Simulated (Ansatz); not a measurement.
# BaTiO3, a database entry at a rescaled volume

```
Ba Ti O
1.0
     4.02714    0.00000    4.02714
     0.00000    4.02714    0.00000
     4.02714    0.00000   -4.02714
Ba Ti O
2 2 6
Direct
  0.00000 0.00000 0.00000
  0.50000 0.00000 0.50000
  0.00000 0.50000 0.50000
  0.50000 0.50000 0.00000
  0.25000 0.50000 0.25000
  0.75000 0.50000 0.75000
  0.25000 0.50000 0.75000
  0.75000 0.50000 0.25000
  0.00000 0.00000 0.50000
  0.50000 0.00000 0.00000
```

Method: r2SCAN, no spin polarisation; PAW, plane waves to 500 eV, 5×6×5 Γ-centred mesh, methfessel-paxton occupations (width 0.0929 eV) (Ansatz 0.2.0), atoms fixed.

Stress: The pressure is -4.2 GPa (compression positive), so with the atoms held at these fractions the cell would first shrink.
Contacts: Ti–O at 2.01 Å: least valence density 0.61 e/Å³ and ELF 0.19 there. Ba–O at 2.85 Å: least valence density 0.16 e/Å³ and ELF 0.08 there, a closed-shell (ionic or weak) contact. Both are smooth PAW fields, read partly inside the augmentation spheres.
Electronic structure: The gap is 2.11 eV, indirect (the least direct gap found is 2.16 eV). A semilocal functional usually gives too small a gap.
Band edges: Within 0.7 eV of the edges, the states project mainly on O p (95 %) below the gap and on Ti d (91 %) above it.

Origin: a database entry at a rescaled volume.
